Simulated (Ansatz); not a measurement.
Sc (fcc (Cu type), space group No. 225) at seven volumes, plane-wave PAW r²SCAN (Ansatz code), scaled uniformly. One row is withheld.

| V (Å³/atom) | P (GPa) |
|---|---|
| 22.855 | ? |
| 23.609 | 3.50 |
| 24.362 | 1.65 |
| 25.116 | 0.00 |
| 25.869 | -1.49 |
| 26.623 | -2.83 |
| 27.376 | -4.02 |

Q: Fit the shown pressures and predict the withheld one.

A: P = (3/2)B₀(x^(7/2) − x^(5/2))[1 + (3/4)(B′ − 4)(x − 1)] with x = (V₀/V)^(2/3). Least squares on the six rows gives V₀ = 25.114 Å³/atom, B₀ = 52.3 GPa, B′ = 2.60. At V = 22.855, x = 1.0649 and P = 5.55 GPa. The run itself gave 5.57 GPa.

Space group Fm-3m (fcc (Cu type)). A made-up cell: these elements were put on the sites of a structure type; the Crystallography Open Database files this formula in space group No. 225, but the cells were not matched. It is not the phase usual at ambient conditions (space group No. 194). Symmetry was held in the r²SCAN relaxation; its stability against distortions is not shown here. The run is not spin-polarised.

Potentials: the later of the program's two PAW sets.
